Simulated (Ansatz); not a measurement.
Relaxed-ion elastic tensor of BeSe (NiAs type, P6_3/mmc) in GPa (Voigt order), plane-wave PAW LDA (Ansatz code); density 5.18 g/cm³, 14.10 Å³ per atom.

```json
[
 {"": "1", "1": "167", "2": "82.6", "3": "48.0", "4": "0.0", "5": "0.0", "6": "0.0"},
 {"": "2", "1": "82.6", "2": "167", "3": "48.0", "4": "0.0", "5": "0.0", "6": "0.0"},
 {"": "3", "1": "48.0", "2": "48.0", "3": "205", "4": "0.0", "5": "0.0", "6": "0.0"},
 {"": "4", "1": "0.0", "2": "0.0", "3": "0.0", "4": "15.1", "5": "0.0", "6": "0.0"},
 {"": "5", "1": "0.0", "2": "0.0", "3": "0.0", "4": "0.0", "5": "15.1", "6": "0.0"},
 {"": "6", "1": "0.0", "2": "0.0", "3": "0.0", "4": "0.0", "5": "0.0", "6": "42.1"}
]
```

**Question.** Is the crystal mechanically stable?

**Answer.** Yes: the smallest eigenvalue of C is 15.1 GPa.

**Question.** Work out the Voigt, Reuss and Hill averages.

**Answer.** K_V = 99.5, K_R = 99.5, K_H = 99.5; G_V = 38.4, G_R = 25.9, G_H = 32.2 GPa.

**Question.** Give Young's modulus, Poisson's ratio, Pugh's ratio and the universal anisotropy index.

**Answer.** E = 9KG/(3K + G) = 87.1 GPa; ν = 0.35; K/G = 3.09 (ductile by the Pugh limit of 1.75); A_U = 5G_V/G_R + K_V/K_R − 6 = 2.41.

**Question.** Estimate the sound speeds and the Debye temperature.

**Answer.** v_l = √((K + 4G/3)/ρ) = 5240 m/s, v_t = √(G/ρ) = 2490 m/s, mean 2800 m/s; Θ = (h/k)(3n/4πV)^(1/3) v_m = 345 K.

**Question.** Solve the Christoffel equation for the three sound speeds along x, y, z.

**Answer.** Eigenvalues of C_ijkl n_j n_l equal ρv². In km/s, slowest first: x 1.71, 2.85, 5.67; y 1.71, 2.85, 5.67; z 1.71, 1.71, 6.29.

**Question.** How much does each axis shrink under pressure?

**Answer.** Linear compressibilities β_i = Σ_j S_ij (j = 1 to 3): x 3.4, y 3.4, z 3.3 per TPa.

This is a known high-pressure phase of the composition, computed here at zero pressure and temperature. Symmetry was held in the LDA relaxation. At this level the phase is dynamically unstable (imaginary phonons).

Potentials: the later of the program's two PAW sets.
